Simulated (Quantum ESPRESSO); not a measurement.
# Mo2Pd2Mg3Pt: input and log of a self-consistent run

A calculation, not a measurement. The program is pw.x of Quantum ESPRESSO 7.5 (plane-wave density functional theory). The cell is made up: eight metal atoms on a face-centred cubic lattice, with elements, volume, strain and displacements drawn at random and not relaxed, so it may be unstable or far from any real phase. PseudoDojo standard norm-conserving files set the functional (PBE unless stated); there is no spin polarisation or spin-orbit coupling, the Fermi-Dirac width of 0.25 eV means electrons at about 2900 K, and the masses in the input are unused placeholders. Heavy elements are run without spin-orbit coupling, which real alloys of them have. A spin test at this wide smearing found no moment, but such smearing suppresses magnetism that the real alloy may have.

Input:

```
&control calculation='scf', pseudo_dir='./dojo.nc.sr.pbe.v0_5.standard.upf', outdir='./o', disk_io='medium', tprnfor=.true., tstress=.true. /
&system ibrav=0, nat=8, ntyp=4, nbnd=70, ecutwfc=84.00895049, nosym=.true., tot_charge=0,
 occupations='smearing', smearing='fd', degauss=0.0183746611
/
&electrons conv_thr=1.470e-08, electron_maxstep=70, mixing_beta=0.5 /
ATOMIC_SPECIES
Mg 1.0 Mg.upf
Mo 1.0 Mo.upf
Pd 1.0 Pd.upf
Pt 1.0 Pt.upf
CELL_PARAMETERS angstrom
0.0505 0.0111 -4.1768
-4.1322 -0.0071 0.0505
2.055 8.512 2.041
ATOMIC_POSITIONS angstrom
Mo 0.0385 -0.0422 0.083
Pd -2.243 2.2157 0.0273
Mg -0.0282 4.3688 -0.0033
Mg -1.97 6.3886 0.1066
Pd -2.035 -0.0523 -2.1308
Mo 0.0807 2.1191 -2.0717
Mg -2.1375 4.3417 -2.0143
Pt -0.0614 6.3205 -2.204
K_POINTS automatic
6 6 3 1 1 1
```

The log is shortened where brackets say so; the opening notice, blank lines, dates and the lines on written files are dropped, and the path of the files is cut. It prints rydbergs, bohrs and kilobars, and counts compression as positive stress. Its total energy is the free energy E - TS of the whole cell.

```
     Program PWSCF v.7.5
     Parallel version (MPI & OpenMP), running on       1 processor cores
     Number of MPI processes:                 1
     Threads/MPI process:                     1
     [start-up lines left out]
     bravais-lattice index     =            0
     lattice parameter (alat)  =       7.8936  a.u.
     unit-cell volume          =     991.4867 (a.u.)^3
     number of atoms/cell      =            8
     number of atomic types    =            4
     number of electrons       =       112.00
     number of Kohn-Sham states=           70
     kinetic-energy cutoff     =      84.0090  Ry
     charge density cutoff     =     336.0358  Ry
     scf convergence threshold =      1.5E-08
     mixing beta               =       0.5000
     number of iterations used =            8  plain     mixing
     Exchange-correlation= PBE
                           (   1   4   3   4   0   0   0)
     [axes and pseudopotential details left out]
   Cartesian axes
     site n.     atom                  positions (alat units)
         1        Mo     tau(   1) = (   0.0092169  -0.0101027   0.0198701  )
         2        Pd     tau(   2) = (  -0.5369728   0.5304372   0.0065356  )
         3        Mg     tau(   3) = (  -0.0067511   1.0458881  -0.0007900  )
         4        Mg     tau(   4) = (  -0.4716168   1.5294270   0.0255200  )
         5        Pd     tau(   5) = (  -0.4871778  -0.0125206  -0.5101122  )
         6        Mo     tau(   6) = (   0.0193195   0.5073113  -0.4959637  )
         7        Mg     tau(   7) = (  -0.5117162   1.0394003  -0.4822222  )
         8        Pt     tau(   8) = (  -0.0146991   1.5131239  -0.5276363  )
     number of k points=    54  Fermi-Dirac smearing, width (Ry)=  0.0184
                       cart. coord. in units 2pi/alat
        k(    1) = (  -0.0854770   0.1225779  -0.0840474), wk =   0.0370370
        k(    2) = (  -0.0849255  -0.2045038  -0.0849100), wk =   0.0370370
     [further k points left out]
     Dense  grid:   103119 G-vectors     FFT dimensions: (  48,  45, 100)
     Estimated max dynamical RAM per process >     176.34 MB
     Initial potential from superposition of free atoms
     starting charge     111.9942, renormalised to     112.0000
     Starting wfcs are   63 randomized atomic wfcs +    7 random wfcs
     total cpu time spent up to now is       26.9 secs
     per-process dynamical memory:    93.8 Mb
     Self-consistent Calculation
     iteration #  1     ecut=    84.01 Ry     beta= 0.50
     Davidson diagonalization with overlap
     ethr =  1.00E-02,  avg # of iterations =  3.1
     total cpu time spent up to now is      104.2 secs
     total energy              =   -1437.33047208 Ry
     estimated scf accuracy    <       5.72316026 Ry
     iteration #  2     ecut=    84.01 Ry     beta= 0.50
     Davidson diagonalization with overlap
     ethr =  5.11E-03,  avg # of iterations =  3.0
     total cpu time spent up to now is      197.9 secs
     total energy              =   -1435.99683273 Ry
     estimated scf accuracy    <      45.71572394 Ry
     iteration #  3     ecut=    84.01 Ry     beta= 0.50
     Davidson diagonalization with overlap
     ethr =  5.11E-03,  avg # of iterations =  3.0
     total cpu time spent up to now is      277.9 secs
     total energy              =   -1439.66292660 Ry
     estimated scf accuracy    <      17.36718444 Ry
     iteration #  4     ecut=    84.01 Ry     beta= 0.50
     Davidson diagonalization with overlap
     ethr =  5.11E-03,  avg # of iterations =  2.0
     total cpu time spent up to now is      341.1 secs
     total energy              =   -1440.45845215 Ry
     estimated scf accuracy    <       3.32286058 Ry
     iteration #  5     ecut=    84.01 Ry     beta= 0.50
     Davidson diagonalization with overlap
     ethr =  2.97E-03,  avg # of iterations =  1.4
     total cpu time spent up to now is      406.5 secs
     total energy              =   -1440.46140795 Ry
     estimated scf accuracy    <       5.29067649 Ry
     [iterations 6 to 12 left out]
     iteration # 13     ecut=    84.01 Ry     beta= 0.50
     Davidson diagonalization with overlap
     ethr =  9.59E-10,  avg # of iterations =  2.0
     total cpu time spent up to now is      880.0 secs
     total energy              =   -1440.64993606 Ry
     estimated scf accuracy    <       0.00000064 Ry
     iteration # 14     ecut=    84.01 Ry     beta= 0.50
     Davidson diagonalization with overlap
     ethr =  5.69E-10,  avg # of iterations =  2.0
     total cpu time spent up to now is      965.2 secs
     total energy              =   -1440.64993604 Ry
     estimated scf accuracy    <       0.00000147 Ry
     iteration # 15     ecut=    84.01 Ry     beta= 0.50
     Davidson diagonalization with overlap
     ethr =  5.69E-10,  avg # of iterations =  2.0
     total cpu time spent up to now is     1031.4 secs
     total energy              =   -1440.64993607 Ry
     estimated scf accuracy    <       0.00000171 Ry
     iteration # 16     ecut=    84.01 Ry     beta= 0.50
     Davidson diagonalization with overlap
     ethr =  5.69E-10,  avg # of iterations =  1.4
     total cpu time spent up to now is     1087.7 secs
     total energy              =   -1440.64993614 Ry
     estimated scf accuracy    <       0.00000036 Ry
     iteration # 17     ecut=    84.01 Ry     beta= 0.50
     Davidson diagonalization with overlap
     ethr =  3.21E-10,  avg # of iterations =  1.0
     total cpu time spent up to now is     1161.1 secs
     End of self-consistent calculation
     [lines on levels left out]
!    total energy              =   -1440.64993616 Ry
     estimated scf accuracy    <       0.00000001 Ry
     smearing contrib. (-TS)   =      -0.10509251 Ry
     internal energy E=F+TS    =   -1440.54484365 Ry
     The total energy is F=E-TS. E is the sum of the following terms:
     one-electron contribution =    -654.54805556 Ry
     hartree contribution      =     358.57471248 Ry
     xc contribution           =    -220.49932137 Ry
     ewald contribution        =    -924.07217920 Ry
     convergence has been achieved in  17 iterations
     Forces acting on atoms (cartesian axes, Ry/au):
     atom    1 type  2   force =    -0.00935290    0.07697171   -0.00456493
     atom    2 type  3   force =     0.01423641   -0.00834113    0.00412199
     atom    3 type  1   force =    -0.00202944   -0.02923193    0.00151627
     atom    4 type  1   force =    -0.02225845    0.04860319   -0.01692011
     atom    5 type  3   force =     0.00838221    0.02197531    0.00357527
     atom    6 type  2   force =    -0.01577894   -0.10126246   -0.00645382
     atom    7 type  1   force =     0.01508181   -0.02083237   -0.00961783
     atom    8 type  4   force =     0.01171929    0.01211768    0.02834318
     Total force =     0.152575     Total SCF correction =     0.000414
     Computing stress (Cartesian axis) and pressure
          total   stress  (Ry/bohr**3)                   (kbar)     P=     -114.58
  -0.00063701  -0.00000128   0.00013878          -93.71       -0.19       20.41
  -0.00000128  -0.00095544   0.00001451           -0.19     -140.55        2.13
   0.00013878   0.00001451  -0.00074431           20.41        2.13     -109.49
     init_run     :     23.84s CPU     26.72s WALL (       1 calls)
     electrons    :   1056.01s CPU   1134.17s WALL (       1 calls)
     forces       :     13.25s CPU     13.46s WALL (       1 calls)
     stress       :     45.69s CPU     46.05s WALL (       1 calls)
     [timing details left out]
     PWSCF        :  18m59.22s CPU  20m23.15s WALL
     JOB DONE.
```

In other units: free energy -19601.041 eV for the cell, pressure -11.46 GPa, largest force component 2.604 eV/Å in size. The run took 1225 s of wall time with one process on a shared machine (AMD EPYC, Zen 5, virtual cores), so the time is rough. A rerun of this cell at a higher cutoff and on a denser mesh moved values by no more than 0.007 eV in energy, 0.03 GPa in stress and 0.010 eV/Å in force, and a second program with other atomic files agreed on that cell to 2 % rms in force and 0.5 GPa in pressure.